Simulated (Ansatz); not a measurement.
Ansatz input

```yaml
crystal:
  lattice:
    - [0.0, 2.7711686051, 2.7711686051]
    - [2.7711686051, 0.0, 2.7711686051]
    - [2.7711686051, 2.7711686051, 0.0]
  atoms:
    - { symbol: Pd, position: [0.125, 0.125, 0.125] }
    - { symbol: Pd, position: [0.875, 0.875, 0.875] }
hamiltonian:
  xc: lda
  pseudopotentials:
    kind: paw
    azcp:
      Pd: "pseudopotentials/Pd.paw.azcp"
basis:
  ecutwfc: 420
  fft_grid_basis: typed
kpoints:
  mp_grid: { grid: [11, 11, 11], shift: [0, 0, 0] }
magnetization:
  spin_polarized: false
scf:
  occupations: { method: fermi_dirac, width: 0.1 }
  lower_state_search: "off"
output:
  stress: true
  write_density: true
  write_potential: true
  elf: true
  volumetric_format: npy
```

Output

```
Warning: the record states the generating functional pbe (its physics header spells it `PBE`), which answers neither for hamiltonian.xc's functional nor for the lda family's — results may be inconsistent (PPs are generated against a specific XC)
Engine: ansatz 0.2.0, x86_64-unknown-linux-gnu
Pseudopotentials: kind: paw
Pseudopotential: Pd, paw, valence charge 18, recommended cutoff 420 eV (normal) 
Functional definition: SPW92
  exchange = slater_x
  correlation = pw_c
Crystal: 2 atoms, lattice volume = 42.562 Å³
Basis set: ecut = 420 eV, 869 PW (Γ)
Bands: 22, of which v1, the nominal top of the filled ones, is band 18 counted from 1 (17 counted from 0)
Symmetry: 48 space group operations
Space group: Fd-3m (ITA 227), of the structure as read, at distance tolerance 3.5e-5 Å
k-points: 56 of 1331
Non-local potential: Pd, projectors of the file, l = 0: 2, l = 1: 2, l = 2: 2, l = 3: 1
PAW form: soft (Blöchl's): semilocal exchange-correlation on the pseudo side does not see the compensation charge
PAW frozen core: Pd, regenerated for the run's functional, and the local potential with it (the file was generated under x = pbe(κ = 0.804, μ = 0.2195149727645171), c = pbe(β = 0.06672455060314922))
PAW one-centre angular grid: Pd, 590 points (default); XC on 64 Gauss nodes
Initial density: superposition of atomic densities (neutral atoms: chi_scale 0, normalization atom), corrected by the library's trained network
Initial wavefunctions: pseudopotential atomic-orbital guess
Functional: x = slater, c = lda
SCF iter   1: F=—  HF=-13686.432711 eV  |F-HF|=—  |Δ(HF+E_count)|=         —  Δρ=1.67e-2  dr2=9.41e-2  ethr=1.77e-3  ⟨swp⟩=5.4  Hψ=5404  notcnv=0
SCF iter   2: F=—  HF=-13686.424743 eV  |F-HF|=—  |Δ(HF+E_count)|=   7.97e-3  Δρ=1.32e-2  dr2=5.99e-2  ethr=2.61e-4  ⟨swp⟩=2.1  Hψ=2519  notcnv=0
SCF iter   3: F=—  HF=-13686.409868 eV  |F-HF|=—  |Δ(HF+E_count)|=   1.49e-2  Δρ=1.78e-3  dr2=1.51e-3  ethr=1.66e-4  ⟨swp⟩=2.0  Hψ=2000  notcnv=0
SCF iter   4: F=—  HF=-13686.409514 eV  |F-HF|=—  |Δ(HF+E_count)|=   3.54e-4  Δρ=2.35e-4  dr2=3.56e-5  ethr=4.19e-6  ⟨swp⟩=2.6  Hψ=2110  notcnv=0
SCF iter   5: F=—  HF=-13686.409510 eV  |F-HF|=—  |Δ(HF+E_count)|=   4.57e-6  Δρ=2.55e-5  dr2=1.24e-7  ethr=9.88e-8  ⟨swp⟩=2.3  Hψ=1723  notcnv=0
SCF iter   6: F=-13686.409510 eV  HF=-13686.409510 eV  |F-HF|=0.00e0  |Δ(HF+E_count)|=   1.54e-8  Δρ=2.75e-6  dr2=1.64e-9  ethr=2.78e-10  ⟨swp⟩=8.3  Hψ=7883  notcnv=0
SCF 1 converged in 6 iterations: F = -13686.409510 eV  dr2 = 1.64e-9
SCF converged after 6 iterations
Free energy (F): -13686.409510 eV
Harris-Foulkes:  -13686.409510 eV  (|F-HF|=0.00e0)
Internal energy: -13686.244723 eV  (E = F + TS)
E sigma→0 (E₀):  -13686.327116 eV
Entropy (-TS):   -0.164787 eV (-82.394 meV/atom)
Fermi energy:    12.008444 eV
--- Per-component energies (eV) ---
  E_band       = -558.359575
  E_kinetic    = 1029.355255
  E_local      = -5149.856890  (includes V_loc(G=0)·N_el)
  E_nonlocal   = 447.131423
  E_hartree    = 2100.713673
  E_xc         = -333.371259
  E_vxc        = -420.046211  (∫ρ·V_xc dr)
  E_paw        = -7247.025049  (= ΣΔE_a)
  E_vpaw       = -666.369184  (= ΣTr[D̂ρ^β])
  E_aug_tail   = 0.000447  (compensation charges beyond the density's cutoff)
  E_ewald      = -4534.553790
  E_core_change = 1.361468  (= ΣΔE_core)
  E_smearing   = -0.164787  (= −TS)
  E_closure    = -0.000000  (closes the sum)
  Σ components = -13686.409510   (vs F -13686.409510, Δ=0.00e0)
--- Stress (GPa, compression-positive) ---
        4.302723       0.000000       0.000000
        0.000000       4.302723      -0.000000
       -0.000000       0.000000       4.302723
  P = ⅓ Tr σ = 4.3027 GPa (43.027 kbar)
--- Band table (eV; the first three rows and the last of 56) ---
  k-point 0: bands = ["-72.2556", "-72.0475", "-38.1820", "-38.1820", "-38.1820", "-37.7336", "-37.7336", "-37.7336", "6.6764", "7.9409", "7.9409", "8.1507", "8.1507", "8.1507", "10.3727", "10.3727", "10.3727", "11.8480", "11.8480", "24.5837", "24.5837", "24.5837"]
  k-point 1: bands = ["-72.2525", "-72.0507", "-38.1859", "-38.1859", "-38.1805", "-37.7355", "-37.7297", "-37.7297", "6.8099", "7.8487", "7.8487", "8.1528", "8.2805", "8.2805", "10.3139", "10.3576", "10.3576", "11.8485", "11.8485", "22.2435", "23.7679", "23.7679"]
  k-point 2: bands = ["-72.2435", "-72.0597", "-38.1958", "-38.1958", "-38.1762", "-37.7407", "-37.7195", "-37.7195", "7.1771", "7.7643", "7.7643", "8.1753", "8.4465", "8.4465", "10.1811", "10.3486", "10.3486", "11.8394", "11.8394", "19.7904", "22.8517", "22.8517"]
  k-point 55: bands = ["-72.1616", "-72.1422", "-38.2754", "-38.2655", "-37.9901", "-37.9294", "-37.6499", "-37.6408", "7.3637", "7.4486", "8.4409", "8.6734", "9.1456", "9.4674", "9.6408", "9.8996", "12.0716", "12.1251", "13.9778", "14.5160", "15.2022", "16.4239"]
```
